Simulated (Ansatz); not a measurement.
GaN (CsCl type, space group No. 221) under volume change, r²SCAN (plane waves, PAW; program Ansatz), scaled uniformly.

```
V (Å³/atom)  E − E(relaxed) (meV/atom)  P (GPa)
-----------  -------------------------  -------
8.943                             51.5    20.36
9.238                             21.6    12.45
9.533                              5.1     5.70
9.827                              0.0     0.01
10.122                             4.5    -4.81
10.417                            17.2    -8.75
10.712                            36.4   -12.10
```

Question: What does a third-order Birch–Murnaghan fit give for V₀, B₀ and B′?

Answer: V₀ = 9.83 Å³/atom, B₀ = 173 GPa, B′ = 4.7.

Space group Pm-3m (CsCl type). A made-up cell: these elements were put on the sites of a structure type; neither database checked (COD, Materials Project) lists it. It is not the phase usual at ambient conditions (space group No. 186, 216). Symmetry was held in the r²SCAN relaxation. At this level the phase is mechanically unstable.

Potentials: the later of the program's two PAW sets.
